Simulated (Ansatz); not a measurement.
Cs3Se2O8 in space group C2/m (No. 12; Pearson symbol mS26), r²SCAN in the plane-wave PAW code Ansatz, all energies at zero smearing, with the estimated change up to a 700 eV cutoff added, with one set of potentials and settings (totals compare only within such a set). Cell of 13 atoms (3 Cs, 2 Se, 8 O): -32558.710 eV.

```tsv
element	reference phase	E (eV/atom)
Cs	Im-3m, 1 atoms in the cell	-5685.9274
Se	P3_121, 3 atoms in the cell	-5478.1269
O	C2/m, 4 atoms in the cell, spin-polarised	-566.0281
```

Formation energy per atom, worked out: (-32558.710 − 3×(-5685.9274) − 2×(-5478.1269) − 8×(-566.0281))/13 = -1.265 eV/atom (-122 kJ per mol of atoms), at 0 K, without zero-point energy or fitted corrections.

The first step of the workflow began from a Materials Project structure, measured or hypothetical; the Crystallography Open Database copy checked does not list it. Whether it is the stable phase at ambient conditions was not checked. The r²SCAN relaxation kept the symmetry of its start; its stability against distortions is not shown here. Spin order of the final state: ferromagnetic, the only order run, not a proven ground state. Other orbital occupations within this spin state were not tried. No Hubbard U is applied. The references are the lowest solids computed at this level, not always the standard phases (solids in place of the gases). Scalar-relativistic: spin–orbit coupling is off unless named, which matters more the heavier the elements.

Potentials: the later of the program's two PAW sets.
